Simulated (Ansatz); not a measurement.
K2NaAlH6 in space group Fm-3m (No. 225; K on 8c, Na on 4b, Al on 4a, H on 24e), plane-wave PAW PBEsol (Ansatz code), all energies at zero smearing, with the estimated change up to a 700 eV cutoff added, with one set of potentials and settings (totals compare only within such a set). Cell of 10 atoms (2 K, 1 Na, 1 Al, 6 H): -5128.909 eV.

```csv
element,reference phase,E (eV/atom)
K,"Im-3m, 1 atoms in the cell",-1516.0300
Na,"P6_3/mmc, 2 atoms in the cell",-1475.8697
Al,"Fm-3m, 1 atoms in the cell",-524.5507
H,"Cmce, 4 atoms in the cell",-15.6194
```

Formation energy per atom, worked out: (-5128.909 − 2×(-1516.0300) − 1×(-1475.8697) − 1×(-524.5507) − 6×(-15.6194))/10 = -0.271 eV/atom (-26 kJ per mol of atoms), at 0 K, without zero-point energy or fitted corrections.

The first step of the workflow began from a Materials Project structure, measured or hypothetical; the Crystallography Open Database copy checked does not list it. Whether it is the stable phase at ambient conditions was not checked. The PBEsol relaxation kept the symmetry of its start; its stability against distortions is not shown here. The references are the lowest solids computed at this level, not always the standard phases (solids in place of the gases).

Potentials: the later of the program's two PAW sets.
